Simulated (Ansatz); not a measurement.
Sr$_{3}$BiN (anti-perovskite, space group No. 221) at seven volumes, plane-wave PAW LDA (Ansatz code), scaled uniformly. One row is withheld.

```csv
V (Å³/atom),P (GPa)
24.256,?
25.055,3.72
25.855,1.71
26.655,-0.01
27.454,-1.47
28.254,-2.72
29.054,-3.79
```

Task: Fit the shown pressures and predict the withheld one.

Result: P = (3/2)B₀(x^(7/2) − x^(5/2))[1 + (3/4)(B′ − 4)(x − 1)] with x = (V₀/V)^(2/3). Least squares on the six rows gives V₀ = 26.651 Å³/atom, B₀ = 52.8 GPa, B′ = 4.28. At V = 24.256, x = 1.0648 and P = 6.08 GPa. The run itself gave 6.02 GPa.

Space group Pm-3m (anti-perovskite). The workflow started from a Materials Project entry (that database holds measured and hypothetical structures alike); the Crystallography Open Database copy checked does not list it. Whether it is the stable phase at ambient conditions was not checked. The cell was relaxed with LDA under the symmetry of its start; of distortions, only those at the zone centre were tested. Scalar-relativistic: spin–orbit coupling is off unless named, which matters more the heavier the elements.

Potentials: the later of the program's two PAW sets.
